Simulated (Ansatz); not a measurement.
According to PBE (plane waves, PAW; program Ansatz), Mg in the A15 (β-W type) structure (Pm-3n) relaxes to a = 5.728 Å.

Electronic character: metallic (no gap).

An equation-of-state fit gives a bulk modulus of 339 kbar.

The start of the workflow was typed in or built on a structure type; neither database checked (COD, Materials Project) lists it. It is not the phase usual at ambient conditions (space group No. 194). The PBE relaxation kept the symmetry of its start; whether a distortion lowers the energy is not shown.

Potentials: the later of the program's two PAW sets.
